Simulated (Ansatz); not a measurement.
Compressing LiGa: a fit and a missing row

LiGa, Fd-3m, a = 6.169 Å. The structure is a COD entry; whether it is the stable form wasn't checked. Ansatz: r2SCAN, PAW, 500 eV, Γ-centred 12×12×12 mesh on 4 atoms, Gaussian smearing 0.10 eV; no spin polarisation. Symmetry fixes shape and atoms, so the cell is only scaled; pressure is positive in compression.

```
V (Å³/atom) P (GPa)
     12.912     8.72
     13.353        ?
     13.793     3.66
     14.233     1.68
     14.673     0.03
     15.113    -1.35
     15.554    -2.50
     16.141    -3.77
```

Problem. Take V0 = 14.673 Å³/atom, count pressures from its P0 = 0.03 GPa, fit the third-order Birch–Murnaghan form to the other rows, and predict the missing pressure.

Solution. With the Eulerian strain f = ½[(V0/V)^(2/3) − 1] and y = (P − P0)/[3f(1 + 2f)^(5/2)], the form is the line y = B0 + 1.5 B0 (B0′ − 4) f. Rows (f, y): 0.04449, 52.6; 0.02105, 51.9; 0.01025, 51.0; -0.00975, 49.6; -0.01906, 48.8; -0.03080, 48.2. Means f = 0.002697, y = 50.350; Σ(Δf)² = 0.003891, ΣΔfΔy = 0.2425; the slope is their ratio. y = 50.18 + 62.32 f GPa, so B0 = 50.2 GPa and B0′ = 4 + 2 × (62.32)/(3 × 50.18) = 4.83. At V = 13.353, f = 0.03243, y = 52.20 and P = 5.97 GPa. The run gave 5.98 GPa, so the fit is 0.01 GPa too low, within the rms miss on the fitted rows (0.03 GPa).